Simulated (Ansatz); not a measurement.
A 12-atom cell of BaCa3F8 built on the fluorite structure (relaxed group Cmmm), relaxed with r2SCAN. The symmetry is Cmmm (No. 65, orthorhombic); conventional cell a = 7.956 Å, b = 11.379 Å, c = 3.961 Å, 14.94 Å³ an atom. Around Ca lie 8 F at 2.39–2.40 Å; around F lie 2 Ca at 2.32 Å and 2 Ba at 2.58 Å; around F lie 4 Ca at 2.40–2.48 Å; around Ca lie 8 F at 2.32–2.48 Å; around F lie 3 Ca at 2.39–2.40 Å and 1 Ba at 2.60 Å; around Ba lie 8 F at 2.58–2.60 Å.

The questions ask for values computed with Ansatz 0.2.0 on this geometry. The calculation is non-magnetic, and the structure need not be a phase that has been made.

Given (4×4×6 mesh): With PBE the gap is 6.62 eV and direct, at Γ.

(1) How does the gap change from PBE to PBE+SOC (4×4×6)?

(2) What does HSE06 give for the gap (2×2×4 mesh)?

(3) Order these levels by the gap that they give, smallest first.
A. r2SCAN
B. PBE
C. HSE06
D. PBE0

(4) What are ε∞ and the Born charges with r2SCAN?

Answers

(1) With PBE+SOC the gap is 6.62 eV and direct, at Γ. The gap differs by 0.00 eV from PBE's.

(2) With HSE06 the gap is 8.63 eV and direct, at Γ. The gap differs by +2.01 eV from PBE's.

(3) B (6.62 eV), A (7.19 eV), C (8.63 eV), D (9.40 eV).

(4) ε∞: 2.23, 2.24 and 2.23 along x, y and z. Born charges, averaged over directions: Ca +2.34 to +2.37, F -1.25 to -1.18, Ba +2.59 e. The program notes that the ground state's band table doesn't vouch for all the bands that the response reads.

Only the levels marked +SOC include spin-orbit coupling.

The meshes of the hybrids are coarse, so their gaps aren't converged to the digits shown.
